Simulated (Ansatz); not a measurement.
Space group Pm-3m (No. 221). a = 3.318 Å, b = 3.318 Å, c = 3.318 Å, α = 90.00°, β = 90.00°, γ = 90.00°
| atom | site | symmetry | x | y | z |
| --- | --- | --- | --- | --- | --- |
| Cd | 1b | m-3m | 0.5000 | 0.5000 | 0.5000 |
| Au | 1a | m-3m | 0.0000 | 0.0000 | 0.0000 |

Equation of state of this CdAu structure (not necessarily the ground state), with shape and atoms relaxed at each volume where symmetry leaves them free. It has no gap at any of these volumes. Theory: DFT PBEsol, scalar-relativistic, plane waves, PAW in Ansatz.

Cutoff 420 eV; k points 12×12×12 on the computed 2-atom cell (Γ-centred); Gaussian smearing, width 0.10 eV; no spin polarisation.

```tsv
V (Å³/atom)	E − E(largest V) (meV/atom)	P (GPa)
16.066	73.54	21.47
16.614	12.64	14.42
17.161	-26.37	8.63
17.709	-47.42	3.88
18.257	-53.76	0.00
18.805	-48.07	-3.17
19.352	-32.63	-5.75
20.083	0.00	-8.45
```

Task: Fit a third-order Birch–Murnaghan equation to E(V).

Result: V0 = 18.25 Å³/atom, B0 = 117 GPa, B0' = 5.8.

Spin-orbit coupling is left out, which matters for the bands of heavy elements.

Cost: 8 runs of about 0.71 core-minutes in all, on Arm Neoverse V1 (shared hosts).